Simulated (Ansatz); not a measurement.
Given:

InAgTe2:
```
InAgTe2
1.0
    4.52210     0.00000     0.00000
    0.00000     4.52210     0.00000
    0.00000     0.00000     6.45312
In Ag Te
1 1 2
Direct
  0.50000   0.50000   0.50000
  0.00000   0.00000   0.00000
  0.00000   0.50000   0.23847
  0.50000   0.00000   0.76153
```

This is the PBEsol-relaxed structure.

Problem. All from plane-wave PAW PBEsol (Ansatz code), unless another level is named. Give the electronic character.

Solution. no gap, with almost no states at the Fermi level (zero-gap or semimetallic).

Problem. What about the HSE06 gap on the PBEsol cell?

Solution. 0.67 eV (a hybrid on a coarse mesh can open a false gap in a semimetal).

Problem. Predict the formation energy from the elements (no fitted shifts).

Solution. -0.21 eV/atom.

Problem. And the gap with spin–orbit coupling?

Solution. none (metallic).

Space group P-4m2. The first step of the workflow began from a Materials Project structure, measured or hypothetical; the Crystallography Open Database copy checked does not list it. COD files the formula under space group No. 122, so this cell is another polymorph or a model. With In and Ag taken as one species the cell has the higher symmetry F-43m, so it may be an ordered model of a mixed-site phase. Its standing as an ambient phase is unchecked. The PBEsol relaxation kept the symmetry of its start; whether a distortion lowers the energy is not shown. No spin polarisation was allowed. The references are the lowest solids computed at this level, not always the standard phases. Scalar-relativistic: spin–orbit coupling is off unless named, which matters more the heavier the elements.

Potentials: the later of the program's two PAW sets.
